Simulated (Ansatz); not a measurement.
## Moments of CrPb against volume

Level of theory: DFT PBEsol, scalar-relativistic, plane waves, PAW in Ansatz 0.2.0.

```cif
data_structure
_symmetry_space_group_name_H-M 'P 1'
_symmetry_Int_Tables_number 1
_cell_length_a 4.9297
_cell_length_b 4.9297
_cell_length_c 6.9717
_cell_angle_alpha 45.000
_cell_angle_beta 45.000
_cell_angle_gamma 60.000
_cell_volume 84.71
loop_
_atom_site_label
_atom_site_type_symbol
_atom_site_fract_x
_atom_site_fract_y
_atom_site_fract_z
_atom_site_occupancy
Cr1 Cr 0.00000 0.00000 0.00000 1
Pb1 Pb 0.50000 0.50000 0.75000 1
Cr2 Cr 0.00000 0.00000 0.50000 1
Pb2 Pb 0.50000 0.50000 0.25000 1
```

| Quantity | Value |
| --- | --- |
| plane-wave cutoff | 420 eV |
| Γ-centred k-mesh | 12×12×6 |
| occupation rule | Gaussian smearing, 0.1 eV |
| list of starting moments (μB, in atom order) | 3 0 -3 0 |
| check for lower electronic states after the SCF | off |

The cell is scaled evenly at fixed fractional positions, V₀ being the volume of the cell shown; start: antiferromagnetic, doubled cell, propagation vector (1/2, 1/2, 1/2). The states are those that the runs reached from these starts; a lower one can exist. Energies are extrapolated to zero smearing.

Site moments are spin moments in atom-centred spheres that scale with the neighbour distance.

```
 V/V₀  E above lowest (meV/atom) P (GPa) cell moment (μB) site moments (μB)
0.800                      182.0     19.1              0.00  Cr +3.14, Cr -3.14
0.860                       67.4     10.3              0.00  Cr +3.38, Cr -3.38
0.920                       12.3      4.0              0.00  Cr +3.58, Cr -3.58
0.960                        0.0      0.9              0.00  Cr +3.69, Cr -3.69
1.000                        2.3     -1.6              0.00  Cr +3.78, Cr -3.78
1.040                       16.3     -3.6              0.00  Cr +3.86, Cr -3.86
1.100                       54.9     -5.9              0.00  Cr +3.96, Cr -3.96
1.180                      129.1     -7.9              0.00  Cr +4.08, Cr -4.08
```